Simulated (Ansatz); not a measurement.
**TiCo$_{3}$: zone-centre modes under pressure**

TiCo$_{3}$, Pm-3m, a = 3.494 Å. The structure is a COD entry; whether it is the stable form wasn't checked. Ansatz: LDA, PAW, 420 eV, Γ-centred 12×12×12 mesh on 4 atoms, Fermi-Dirac smearing 0.15 eV; no spin polarisation. Cell and atoms are relaxed at each pressure with the symmetry kept; optical modes at Γ by linear response, in cm⁻¹, matched by rank (the highest 3 distinct ones).

| P (GPa) | V (Å³/atom) | ω1 | ω2 | ω3 |
| --- | --- | --- | --- | --- |
| 0 | 10.666 | 205.5 | 229.6 | 297.9 |
| 5 | 10.468 | ? | ? | ? |
| 15 | 10.125 | 229.0 | 252.0 | 332.9 |

**Question.** Get each mode's Grüneisen parameter γ = −d ln ω/d ln V from the other rows and predict the missing frequencies.

**Answer.** ln(V/V0) = 0.0000, -0.0187, -0.0521; a line through ln(ω/ω0) of the 2 known rows gives ω1: γ = 2.078, predicted 213.6, computed 213.9; ω2: γ = 1.787, predicted 237.4, computed 237.6; ω3: γ = 2.132, predicted 310.0, computed 310.4. The worst miss is 0.1 %, or 3 % of the shift under pressure, so a constant γ serves at that level. In a metal these frequencies hang on the mesh and smearing.

Spin polarisation was left out, and a magnetic state may lie lower.

Cost: 3 runs of about 14 core-minutes in all, on Arm Neoverse V1 (shared hosts).